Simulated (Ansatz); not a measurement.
Collinear states of Zr$_{3}$Mn

Theory: Ansatz 0.2.0, DFT r2SCAN, scalar-relativistic, plane waves, PAW.

```
Zr Mn
1.0
     4.37322    0.00000    0.00000
     0.00000    4.37322    0.00000
     0.00000    0.00000    4.37322
Zr Mn
3 1
Direct
  0.00000 0.50000 0.50000
  0.50000 0.00000 0.50000
  0.50000 0.50000 0.00000
  0.00000 0.00000 0.00000
```

- plane-wave cutoff: 500 eV
- Γ-centred k-mesh: 10×10×10
- occupation rule: Gaussian smearing, 0.1 eV
- list of starting moments (μB, in atom order): 0 0 0 4
- check for lower electronic states after the SCF: off

All runs keep this geometry, which isn't relaxed for the lowest state (largest force there 0.000 eV/Å, pressure 1.8 GPa) and needn't be a stable compound; relaxing each order would shift the differences by some 20 meV/atom, going by the pressures and a bulk modulus of about 150 GPa. A propagation vector, in units of the reciprocal vectors, doubles the cell, which takes an equally dense mesh. r2SCAN tends to overstate moments in metals, so a weak moment here may be absent in the real material. Site moments are spin moments in atom-centred spheres that scale with the neighbour distance. The states are those that the runs reached from these starts; a lower one can exist.

Problem. Starts tried: no spin; ferromagnetic; antiferromagnetic, doubled cell, propagation vector (0, 0, 1/2). Which state comes out lowest, and what are the moments?

Solution. The lowest state is antiferromagnetic, reached from the start “antiferromagnetic, doubled cell, propagation vector (0, 0, 1/2)”, with site moments (μB) Zr -0.37, Mn +4.05, Zr +0.37, Mn -4.05.

```tsv
start	ends	energy above lowest (meV/atom)	site moments (μB)	gap on mesh (eV)	P (GPa)
no spin	non-magnetic	469	none over 0.05	metal	-6.3
ferromagnetic	ferromagnetic	25.7	Zr -0.07 (×3), Mn +4.17	metal	2.0
antiferromagnetic, doubled cell, propagation vector (0, 0, 1/2)	antiferromagnetic	0.00	Zr -0.37, Mn +4.05, Zr +0.37, Mn -4.05	metal	1.8
```

Cost: 3 runs of about 3.4 core-minutes in all, on Arm Neoverse V2 (shared hosts).